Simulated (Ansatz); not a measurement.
The guess for YAlC₄N₄ was made by a generator: two interpenetrating cyanide-bridged diamond nets (P-43m, No. 215). Its size is a rough estimate.

Space group P-43m (No. 215). a = 6.049 Å, b = 6.049 Å, c = 6.049 Å, α = 90.00°, β = 90.00°, γ = 90.00°
| atom | site | symmetry | x | y | z |
| --- | --- | --- | --- | --- | --- |
| Y | 1a | -43m | 0.0000 | 0.0000 | 0.0000 |
| Al | 1b | -43m | 0.5000 | 0.5000 | 0.5000 |
| C | 4e | .3m | 0.2010 | 0.2010 | 0.2010 |
| N | 4e | .3m | 0.3127 | 0.3127 | 0.3127 |

The calculation used DFT PBE, scalar-relativistic, plane waves, PAW (Ansatz 0.2.0). Cutoff 420 eV, Gaussian smearing, Γ-centred meshes. Cell and atoms relax first on a coarse mesh and then on a finer one. In between, the cell is made exact in the group found at 0.06 Å. In metals the finer mesh still leaves noise of several meV/atom or more. The steps can't lower the symmetry of their start. Collinear spin is switched on along the way, since trial moments persisted in a coarse test.

A guess keeps its type if space group and coordination stay and the shape of the cell changes little (axis ratios within about 15 %, angles within 6°); the volume may change.

Question: Does this structure survive the relaxation?

Answer: It keeps its type. The symmetry stays P-43m (No. 215). The volume per atom grows by 11.1 %, from 22.1 to 24.6 Å³. The shortest distance goes from 1.17 Å (C–N) to 1.19 Å (C–N). Counting neighbours within 15 % of an atom's shortest distance, the start has Al 4, C 1, N 1, Y 4 and the end Al 4, C 1, N 1, Y 4.

The last run used collinear spin, a 6×6×6 mesh for its 10-atom cell and Gaussian smearing of 0.10 eV. Another magnetic order may lie lower. Symmetry constrained the relaxation, so the result can be a saddle point. Another cell of YAlC4N4 relaxed alike but without spin, in P-43m, lies 13 meV/atom lower, so this cell isn't the stable form at this level.
